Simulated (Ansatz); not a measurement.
SnTe:
```
SnTe
1.0
    0.00000     3.18789     3.18789
    3.18789     0.00000     3.18789
    3.18789     3.18789     0.00000
Sn Te
1 1
Cartesian
  0.00000   0.00000   0.00000
  3.18789   3.18789   3.18789
```

This is the r²SCAN-relaxed structure.

Q: All from DFT-r²SCAN in the program Ansatz with PAW potentials, unless another level is named. Estimate the band gap.

A: 0.14 eV (direct).

Q: And the formation energy from the elements (no fitted shifts)?

A: -0.26 eV/atom.

Q: And the valence-band maximum?

A: at L.

Space group Fm-3m (rock salt). Symmetry was held in the r²SCAN relaxation. The references are the lowest solids computed at this level, not always the standard phases. Spin–orbit coupling is left out wherever it is not named.

Potentials: the earlier of the program's two PAW sets.
